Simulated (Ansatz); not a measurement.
**Two-dimensional strain map in Ca3PbO**

Level of theory: DFT PBEsol, scalar-relativistic, plane waves, PAW (Ansatz 0.2.0). Settings: plane waves to 420 eV, k-mesh 10×10×10 (Γ-centred), Gaussian smearing 0.15 eV. Spin–orbit coupling is left out, which can shift energies with elements as heavy as these. No spin polarisation. Energies are free energies at this smearing, counted from the undisturbed cell; pressure is positive in compression.

The starting cell (as given, not relaxed at this level; it stands at -1.6 GPa, and it needn't be the usual structure):

```xyz
5
Lattice="4.8470 0.0000 0.0000 0.0000 4.8470 0.0000 0.0000 0.0000 4.8470" Properties=species:S:1:pos:R:3 pbc="T T T"
Ca    0.0000    2.4235    2.4235
Ca    2.4235    0.0000    2.4235
Ca    2.4235    2.4235    0.0000
Pb    0.0000    0.0000    0.0000
O     2.4235    2.4235    2.4235
```

The cell is strained by p along both x and y and by q along z, fractional coordinates fixed. Points are written (p, q).

p was sampled at -0.030, -0.015, 0.000, 0.015, 0.030 and q at -0.030, -0.015, 0.000, 0.015, 0.030.

Where on the computed points is the energy highest, and how high?

At (0.030, 0.030): 46.7 meV/atom.

Away from (0, 0), which computed point is lowest?

(-0.015, 0.000): -2.5 meV/atom.

The map, in meV/atom:

| p \ q | -0.030 | -0.015 | 0.000 | 0.015 | 0.030 |
| --- | --- | --- | --- | --- | --- |
| -0.030 | 12.5 | 6.5 | 4.4 | 5.8 | 10.2 |
| -0.015 | 1.6 | -2.3 | -2.5 | 0.7 | 6.8 |
| 0.000 | 0.3 | -1.7 | 0.0 | 4.9 | 12.5 |
| 0.015 | 7.2 | 7.1 | 10.5 | 17.0 | 26.2 |
| 0.030 | 21.3 | 23.0 | 28.1 | 36.1 | 46.7 |